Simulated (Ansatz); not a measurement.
SrCd (CsCl type, space group No. 221) at seven volumes, plane-wave PAW r²SCAN (Ansatz code), scaled uniformly. One row is withheld.

```csv
V (Å³/atom),P (GPa)
30.109,3.04
31.102,1.87
32.094,0.87
33.087,0.00
34.080,-0.75
35.072,?
36.065,-1.95
```

Q: Fit the shown pressures and predict the withheld one.

A: Third-order Birch–Murnaghan: P = (3/2)B₀(x^(7/2) − x^(5/2))[1 + (3/4)(B′ − 4)(x − 1)] with x = (V₀/V)^(2/3). Least squares on the six rows gives V₀ = 33.087 Å³/atom, B₀ = 26.80 GPa, B′ = 3.91. At V = 35.072, x = 0.9619 and P = -1.39 GPa. The run itself gave -1.39 GPa.

Space group Pm-3m (CsCl type). The workflow started from an entry of the Crystallography Open Database (COD). Its standing as an ambient phase is unchecked. Symmetry was held in the r²SCAN relaxation; its stability against distortions is not shown here.

Potentials: the later of the program's two PAW sets.
